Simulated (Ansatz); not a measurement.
Theory: Ansatz 0.2.0, DFT PBE, scalar-relativistic, plane waves, PAW. All cells share a 420 eV cutoff and Γ-centred k meshes spaced about 0.3 Å⁻¹ or finer (0.25 for metals, 2π included). No spin polarisation.

All energies are static (0 K, no zero-point motion).

Compare these two cells of SnBi₂O₅, each relaxed at this level.

A. Space group Amm2 (No. 38), orthorhombic, a = 9.092 Å, b = 5.856 Å, c = 8.892 Å. Around Sn lie 5 O at 2.03–2.07 Å; around Bi lie 3 O at 2.06–2.17 Å; O on a site of symmetry 1 has 1 Sn at 2.03 Å and 1 Bi at 2.06 Å; O on a site of symmetry mm2 is surrounded by 1 Sn at 2.07 Å and 2 Bi at 2.17 Å.

B. Space group I4mm (No. 107), tetragonal, a = 5.582 Å, c = 10.183 Å. Sn has 1 O at 1.94 Å and 4 O at 2.07 Å; around Bi lie 4 O at 2.25 Å; O on a site of symmetry m has 1 Sn at 2.07 Å and 2 Bi at 2.25 Å; O on a site of symmetry 4mm is surrounded by 1 Sn at 1.94 Å.

Problem. Which would you expect to be lower, and how large is the difference?

Solution. B is lower, by 66 meV/atom. A has space group Amm2 (No. 38), 29.6 Å³/atom and a gap of 2.09 eV on its mesh; B has space group I4mm (No. 107), 19.8 Å³/atom and a gap of 1.62 eV. Counting O atoms around Bi and Sn (those within 1.25 times the shortest such distance or 1.15 times the sum of covalent radii, 1.27 where that leaves under three), A has Sn 5, Bi 3 and B has Sn 5, Bi 4. Both come from trial cells of a structure search, whose lowest cell (R-3m, 14.1 Å³/atom) lies 13 meV/atom below the lower of the two.

Weakly bound directions are ill-defined at this level, which has no dispersion term (Amm2, I4mm), and this can change margins and order among such cells. These runs have no spin–orbit coupling, which can matter for Bi. Kohn–Sham gaps at this level usually fall short of measured ones. The missing spin–orbit coupling can work the other way here. Cells relaxed within their symmetry can be saddle points. Some candidate types were left out of the draw beforehand, so a known form may be missing.
